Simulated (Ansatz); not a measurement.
TiSe$_{2}$ (CdI2 type)

```yaml
crystal:
  lattice:
    - [3.48104, 0.00000, 0.00000]
    - [-1.74052, 3.01467, 0.00000]
    - [0.00000, 0.00000, 5.87186]
  atoms:
    - { symbol: Ti, position: [0.00000, 0.00000, 0.00000] }
    - { symbol: Se, position: [0.66667, 0.33333, 0.26465] }
    - { symbol: Se, position: [0.33333, 0.66667, 0.73535] }
```

The slice is a (0001) plane (indices of the conventional cell) through the point (0.667, 0.333, 0.265) (fractional), spanned by u = [110] and v = [1 -1 0] in vectors of this cell: u (3.48 Å) and v (6.03 Å, at 90° to u). It covers one period; positions are fractions (u, v).

The numbers are results of PBE-D3(BJ) (plane waves to 420 eV, PAW, scalar-relativistic; Ansatz, a first-principles code), not measurements. k mesh 15×15×8. These are valence fields of a PAW run, semicore shells included where kept as valence: close to a nucleus they are smooth pseudo fields. TiSe2 is run without spin polarisation. TiSe2 was relaxed with its symmetry unable to fall.

Q: Predict the map of the electron localisation function (ELF) on the slice.

A: 
```
|xxxx8899998833113388999988xx|
|7788999999773311337799999988|
|9999999988552211225588999999|
|9999888855331100113355888899|
|7766554422111111111122445566|
|2222111111224444442211111122|
|0000001144668888886644110000|
|0000114477999999999977441100|
|0000337788999999999988773300|
|0011558899998877889999885511|
|112277999977xxxxxx7799997722|
|1133779999xxxxxxxxxx99997733|
|113388999988xxxxxx8899998833|
|1133779999998877889999997733|
|1122558899999999999999885522|
|0011335588889999998888553311|
|1111112244556677665544221111|
|4444221111112222221111112244|
|8888664411000000000011446688|
|9999997744110000001144779999|
|9999998877330000003377889999|
|7788999988551100115588999988|
|xxxx7799997722112277999977xx|
|xxxxxx999977331133779999xxxx|
```
Scale: ten equal steps from 0.04 (start of '0') to 0.81 (end of '9'), in the order '0123456789'. Values: electron localisation function (ELF). The map has 14 points along u (two characters each, u = 0 at the left) and 24 along v (v = 0 in the bottom row). Points within 0.5 Å of a nucleus are blanked (x), as the pseudised field means little there.
